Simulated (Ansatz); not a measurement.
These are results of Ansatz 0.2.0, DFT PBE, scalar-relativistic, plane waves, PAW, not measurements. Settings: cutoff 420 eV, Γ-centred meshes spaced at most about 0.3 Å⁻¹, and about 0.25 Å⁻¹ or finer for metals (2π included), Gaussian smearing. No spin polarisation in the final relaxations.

Temperature and zero-point effects are left out.

Compare these two cells of La₃N₂, each relaxed at this level.

A.

```yaml
crystal:
  lattice:
    - [-1.84194, 2.68867, 5.67315]
    - [1.84194, -2.68867, 5.67315]
    - [1.84194, 2.68867, -5.67315]
  atoms:
    - { symbol: La, position: [0.31890, 0.31890, 0.00000] }
    - { symbol: La, position: [0.68110, 0.68110, 0.00000] }
    - { symbol: La, position: [0.00000, 0.00000, 0.00000] }
    - { symbol: N, position: [0.17026, 0.67026, 0.50000] }
    - { symbol: N, position: [0.82974, 0.32974, 0.50000] }
```

B.

```yaml
crystal:
  lattice:
    - [7.49332, 0.00000, 0.00000]
    - [0.00000, 7.49332, 0.00000]
    - [0.00000, 0.00000, 3.77260]
  atoms:
    - { symbol: La, position: [0.00000, 0.00000, 0.00000] }
    - { symbol: La, position: [0.50000, 0.50000, 0.00000] }
    - { symbol: La, position: [0.16635, 0.66635, 0.50000] }
    - { symbol: La, position: [0.33365, 0.16635, 0.50000] }
    - { symbol: La, position: [0.83365, 0.33365, 0.50000] }
    - { symbol: La, position: [0.66635, 0.83365, 0.50000] }
    - { symbol: N, position: [0.69257, 0.19257, 0.00000] }
    - { symbol: N, position: [0.80743, 0.69257, 0.00000] }
    - { symbol: N, position: [0.30743, 0.80743, 0.00000] }
    - { symbol: N, position: [0.19257, 0.30743, 0.00000] }
```

Task: Which would you expect to be lower, and how large is the difference?

Result: A is lower, by 0.39 eV/atom. A has space group Immm (No. 71), 22.5 Å³/atom and no gap on its mesh; B has space group P4/mbm (No. 127), 21.2 Å³/atom and no gap. Counting N atoms around La (those within 1.25 times the shortest such distance or 1.15 times the sum of covalent radii; a slash parts the counts of unlike sites), A has La 4 and B has La 2/4. The lower one is the more open, so pressure narrows the difference. Both come from invented guesses.

In Immm an odd number of electrons in the primitive cell allows no gap without spin; a larger cell or a magnetic state could open one. A magnetic state wasn't ruled out in cells without spin, among them Immm. Cells relaxed within their symmetry can be saddle points.
